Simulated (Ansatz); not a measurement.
Values for one crystal, relaxed and computed with DFT-LDA in the program Ansatz with PAW potentials; other levels are named.

| Property | Result |
|---|---|
| Volume per atom | 18.25 Å³ |
| Electronic character | metallic (no gap) |
| Zone-centre stability | no imaginary mode at Γ |
| Pressure derivative B′ | 12.5 |
| Density of states at the Fermi level | 0.79 states/eV per atom (mean over ±0.08 eV) |
| Highest zone-centre frequency | 49.4 meV |
| Bulk modulus (Birch–Murnaghan fit) | 407 kbar |

### Question
Which of these materials gives this?
A) TaAs, I4_1md (Ta on 4a, As on 4a)
B) TaS2, R3m (Ta on 3a, S on 3a, S on 3a)
C) TaN, P-62m (Ta on 1a, Ta on 2d, N on 3f)
D) SnSe2, R3m (Sn on 3a, Se on 3a, Se on 3a)

### Answer
B, TaS2, R3m (Ta on 3a, S on 3a, S on 3a)

The workflow started from a Materials Project entry (that database holds measured and hypothetical structures alike); the Crystallography Open Database copy checked does not list it. COD files the formula under space group No. 42, 164, 166, 194. Whether it is the stable phase at ambient conditions was not checked. The cell was relaxed with LDA under the symmetry of its start. No spin polarisation was allowed. A crystal of weakly bound layers computed without a dispersion correction: the cell and the soft elastic constants depend strongly on that. With an odd number of electrons in the cell and no spin polarisation, the count alone makes it a metal. Spin–orbit coupling is left out wherever it is not named.

Potentials: the earlier of the program's two PAW sets. The files were generated under PBE; for other functionals the program regenerates the frozen cores, and for LDA and PBEsol the local potential too.
